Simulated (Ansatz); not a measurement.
ScOF:
```yaml
crystal:
  lattice:
    - [5.15368, 0.00000, 0.00000]
    - [0.00000, 5.12457, 0.00000]
    - [-0.90451, 0.00000, 5.13438]
  atoms:
    - { symbol: Sc, position: [0.69172, 0.47202, 0.28803] }
    - { symbol: Sc, position: [0.30828, 0.52798, 0.71197] }
    - { symbol: Sc, position: [0.30828, 0.97202, 0.21197] }
    - { symbol: Sc, position: [0.69172, 0.02798, 0.78803] }
    - { symbol: O, position: [0.54370, 0.74620, 0.01194] }
    - { symbol: O, position: [0.45630, 0.25380, 0.98806] }
    - { symbol: O, position: [0.45630, 0.24620, 0.48806] }
    - { symbol: O, position: [0.54370, 0.75380, 0.51194] }
    - { symbol: F, position: [0.94273, 0.32726, 0.65905] }
    - { symbol: F, position: [0.05727, 0.67274, 0.34095] }
    - { symbol: F, position: [0.05727, 0.82726, 0.84095] }
    - { symbol: F, position: [0.94273, 0.17274, 0.15905] }
```

This is the PBEsol-relaxed structure. x, y and z are the axes in which the lattice vectors are written.

Question: All from the program Ansatz at the PBEsol level (PAW), unless another level is named. Predict the Hill bulk and shear moduli.

Answer: 152 and 66.6 GPa.

Question: And the elastic constants (relaxed ions, GPa)?

Answer: C11 = 233, C22 = 299, C33 = 281, C12 = 103, C13 = 92.3, C23 = 91.1, C44 = 65.3, C55 = 50.3, C66 = 68.0, C15 = 35.4, C25 = -4.4, C35 = -16.3, C46 = -7.1.

Space group P2_1/c. The workflow started from a Materials Project entry (that database holds measured and hypothetical structures alike); the Crystallography Open Database copy checked does not list it. Its standing as an ambient phase is unchecked. The PBEsol relaxation kept the symmetry of its start; of distortions, only those at the zone centre were tested. The run is not spin-polarised.

Potentials: the later of the program's two PAW sets.
